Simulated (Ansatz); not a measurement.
4 guesses for Al₃SiPd₂ and where they end

Computed with DFT PBE, scalar-relativistic, plane waves, PAW in Ansatz. All cells share a 420 eV cutoff and Γ-centred k meshes spaced at most about 0.3 Å⁻¹ (about 0.25 or finer for metals, 2π included). No spin polarisation in the final relaxations.

Each guess was relaxed in cell and atoms at zero pressure, within the symmetry of its start. Temperature and zero-point effects are left out. Coordination counts Al or Pd atoms around Si (for each partner element, those within 1.25 times its shortest distance or 1.15 times the sum of covalent radii, where it is the nearest in units of that sum or under 1.3; a plus sign parts groups by distance over the sum of covalent radii; the shortest distance is added where it exceeds 1.18 times the sum of covalent radii).

```json
{"guess": "1", "made from": "LaAl2Cu3 type", "start group": "Cmmm", "V start (Å³/atom)": "15.3", "end group": "Cmmm", "V end (Å³/atom)": "17.0", "coordination at the end": "Si 2+4 from 2.7 Å", "gap on mesh (eV)": "0", "E over the lowest end (meV/atom)": "206"}
{"guess": "2", "made from": "random cell", "start group": "P6/mmm", "V start (Å³/atom)": "14.6", "end group": "P6/mmm", "V end (Å³/atom)": "28.3", "coordination at the end": "Si 2+6", "gap on mesh (eV)": "0", "E over the lowest end (meV/atom)": "1062"}
{"guess": "3", "made from": "Zr2As3Se type", "start group": "P4mm", "V start (Å³/atom)": "13.7", "end group": "P4mm", "V end (Å³/atom)": "15.9", "coordination at the end": "Si 5", "gap on mesh (eV)": "0", "E over the lowest end (meV/atom)": "0"}
{"guess": "4", "made from": "random cell", "start group": "P4/mmm", "V start (Å³/atom)": "14.8", "end group": "?", "V end (Å³/atom)": "?", "coordination at the end": "?", "gap on mesh (eV)": "?", "E over the lowest end (meV/atom)": "?"}
```

Guess 4 as it starts:

```cif
data_structure
_symmetry_space_group_name_H-M 'P4/mmm'
_symmetry_Int_Tables_number 123
_cell_length_a 4.4766
_cell_length_b 4.4766
_cell_length_c 4.4352
_cell_angle_alpha 90.000
_cell_angle_beta 90.000
_cell_angle_gamma 90.000
_cell_volume 88.88
loop_
_atom_site_label
_atom_site_type_symbol
_atom_site_symmetry_multiplicity
_atom_site_Wyckoff_symbol
_atom_site_fract_x
_atom_site_fract_y
_atom_site_fract_z
_atom_site_occupancy
Al1 Al 2 e 0.00000 0.50000 0.50000 1
Al2 Al 1 a 0.00000 0.00000 0.00000 1
Si1 Si 1 b 0.00000 0.00000 0.50000 1
Pd1 Pd 1 d 0.50000 0.50000 0.50000 1
Pd2 Pd 1 c 0.50000 0.50000 0.00000 1
```

**Question.** Fill in the missing row: what does this guess relax into, and where does it rank?

**Answer.** It ends in space group P4/mmm (No. 123), with a = 4.923 Å, c = 5.171 Å, 20.9 Å³/atom and no gap. It lies 0.81 eV/atom over the lowest end, above guess 1 and below guess 2. Counting Al or Pd atoms around Si, this end has Si 6 and the lowest (guess 3) has Si 5.

```
Al Si Pd
1.0
     4.92314    0.00000    0.00000
     0.00000    4.92314    0.00000
     0.00000    0.00000    5.17080
Al Si Pd
3 1 2
Direct
  0.00000 0.50000 0.50000
  0.50000 0.00000 0.50000
  0.00000 0.00000 0.00000
  0.00000 0.00000 0.50000
  0.50000 0.50000 0.50000
  0.50000 0.50000 0.00000
```

Energies over the elements count from the elements' standard structures at the same level, with no fitted energy shifts.

**Question.** Is the lowest end bound against the elements?

**Answer.** Yes: its formation energy is −0.42 eV/atom. Whether it is stable depends on the other phases of the system, which aren't compared here.

Cells relaxed within their symmetry can be saddle points. A lower structure may well exist outside this small set. Some structure types and database cells were kept out of the candidates from the start, so a known form may be missing.
